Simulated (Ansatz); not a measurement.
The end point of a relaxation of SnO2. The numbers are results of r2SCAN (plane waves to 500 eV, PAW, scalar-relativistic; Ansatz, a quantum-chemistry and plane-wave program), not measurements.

```xyz
12
Lattice="4.7314 0.0000 0.0000 0.0000 5.7418 0.0000 0.0000 0.0000 5.2364" Properties=species:S:1:pos:R:3 pbc="T T T"
Sn     0.0000     3.8196     1.3091
Sn     2.3657     4.7931     3.9273
Sn     2.3657     0.9487     1.3091
Sn     0.0000     1.9222     3.9273
O      3.6444     2.2528     0.4130
O      3.4528     0.6181     3.0313
O      3.4528     5.1237     0.4130
O      3.6444     3.4890     3.0313
O      1.0871     3.4890     4.8234
O      1.2787     5.1237     2.2052
O      1.2787     0.6181     4.8234
O      1.0871     2.2528     2.2052
```

### Question
Find the space group and the Wyckoff positions (tolerance 0.01 Å).

### Answer
Space group Pbcn (No. 60); a = 4.731 Å, b = 5.742 Å, c = 5.236 Å, α = β = γ = 90.00°

| atom | site | symmetry | x | y | z |
|---|---|---|---|---|---|
| Sn | 4c | .2. | 0.0000 | 0.6652 | 0.2500 |
| O | 8d | 1 | 0.2298 | 0.3923 | 0.4211 |

### Question
Give the shortest distances between elements (the closest pairs, up to four, under 3.6 Å).

### Answer
O–Sn 2.03 Å; O–O 2.63 Å; Sn–Sn 3.23 Å.

Volume per atom: 11.85 Å³
Band gap: 2.10 eV, direct within 0.03 eV (at Γ) (no spin-orbit coupling)
Smallest direct gap: 2.11 eV at Γ

No spin polarisation in the result.

The run could not lose the symmetry of its start; a randomly shaken copy of 12 atoms returns to this structure.

The first start was generated by placing the elements on the sites of a structure type. Materials Project lists a structure of SnO2 in the same space group, Pbcn (No. 60); the sites were not compared with it, nor with measured phases. Known forms of SnO2 include space group No. 136.
